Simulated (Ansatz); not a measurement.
C:
```xyz
12
Lattice="3.7956 0.0000 0.0000 0.0000 3.7956 0.0000 0.0000 0.0000 4.6721" Properties=species:S:1:pos:R:3 pbc="T T T"
C      3.5070     0.2887     3.5041
C      1.6092     1.6092     0.0000
C      0.2887     3.5070     1.1680
C      2.1865     2.1865     2.3360
C      2.3576     0.6340     2.4932
C      1.2638     0.4598     3.6612
C      1.4380     3.1616     0.1571
C      2.5319     3.3358     1.3251
C      0.4598     1.2638     1.0109
C      3.1616     1.4380     4.5150
C      3.3358     2.5319     3.3469
C      0.6340     2.3576     2.1789
```

Relaxed with r²SCAN. Special points in fractions of this cell's reciprocal vectors: Γ (0.000, 0.000, 0.000); X (0.000, 0.500, 0.000); M (0.500, 0.500, 0.000); Z (0.000, 0.000, 0.500); R (0.000, 0.500, 0.500); A (0.500, 0.500, 0.500).

List the band energies nearest the valence-band maximum at these points for r²SCAN in the plane-wave PAW code Ansatz.

In eV from the valence-band maximum; about four levels below and three above (degenerate sets whole), none deeper than 8.9 eV; points with the same levels are listed once.

```tsv
k	below	above
Γ	-1.98 -1.75 -1.75 -0.54	5.37 6.69 6.69
X	-1.05 -1.05 -0.49 -0.49	6.56 6.56 6.84 6.84
M	-1.30 -1.30 -0.45 -0.45	5.68 5.68 6.77 6.77
Z	-1.98 -1.98 -1.66 -1.66	5.38 5.38 5.75 5.75
R	-1.69 -1.69 -0.95 -0.95	5.59 5.59 6.39 6.39
A	-1.88 -1.88 -1.88 -1.88	6.04 6.04 6.04 6.04
```

Space group P4_12_12. The start of the workflow was typed in or built on a structure type; neither database checked (COD, Materials Project) lists it. It is not the phase usual at ambient conditions (space group No. 194, 227). The cell was relaxed with r²SCAN under the symmetry of its start; whether a distortion lowers the energy is not shown. The volume moved by 26 % from the start of the relaxation.

Potentials: the later of the program's two PAW sets.
